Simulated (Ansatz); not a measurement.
Level of theory: Ansatz 0.2.0, DFT PBE, scalar-relativistic, plane waves, PAW. Cutoff 420 eV, Γ-centred meshes of about 0.25 Å⁻¹ or finer for metals and 0.3 Å⁻¹ for insulators (2π included), Gaussian smearing. No spin polarisation.

These are static total energies at zero pressure.

Compare these two cells of Zn2Sn5N, each relaxed at this level.

A. Space group P4/mmm (No. 123), tetragonal, a = 3.881 Å, c = 12.449 Å. Zn has 2 N at 1.94 Å, 4 Zn at 2.74 Å and 4 Sn at 3.34 Å; Sn on a site of symmetry 4mm has 8 Sn at 3.19–3.33 Å; around Sn on a second site of symmetry 4mm lie 4 Sn at 3.19 Å, 4 Zn at 3.34 Å and 1 Sn at 3.51 Å; Sn on a site of symmetry 4/mmm has 10 Sn at 3.33–3.51 Å and 4 Sn at 3.88 Å; N is surrounded by 4 Zn at 1.94 Å.

B. Space group P-3m1 (No. 164), trigonal, a = 3.325 Å, c = 18.203 Å. Zn has 3 N at 2.17 Å, 3 Zn at 2.78 Å and 3 Sn at 3.08 Å; around Sn on a site of symmetry 3m lie 12 Sn at 3.32–3.44 Å; Sn on a site of symmetry -3m is surrounded by 12 Sn at 3.32–3.44 Å; around Sn on a second site of symmetry 3m lie 3 Zn at 3.08 Å and 9 Sn at 3.32–3.42 Å; N is surrounded by 6 Zn at 2.17 Å.

Task: Which form is favoured at zero pressure, and by what margin per atom?

Result: B is lower, by 81 meV/atom. A has space group P4/mmm (No. 123), 23.4 Å³/atom and no gap on its mesh; B has space group P-3m1 (No. 164), 21.8 Å³/atom and no gap. Counting Sn or Zn atoms around N (for each partner element, those within 1.25 times its shortest distance or 1.15 times the sum of covalent radii, where it is the nearest in units of that sum or under 1.3), A has N 4 and B has N 6. The denser one is the lower, and pressure would at first widen the difference. Even the lower one lies +0.17 eV/atom against the reference forms of the elements (uncorrected), so neither is stable at this level. Both come from trial cells of a structure search, whose lowest cell (Pm, 23.6 Å³/atom) lies 45 meV/atom below the lower of the two.

With atoms moved at random, A (by 118 meV/atom) fell into a lower structure. B had no clear such test and can be a saddle point. Some candidate types were left out of the draw beforehand, so a known form may be missing.
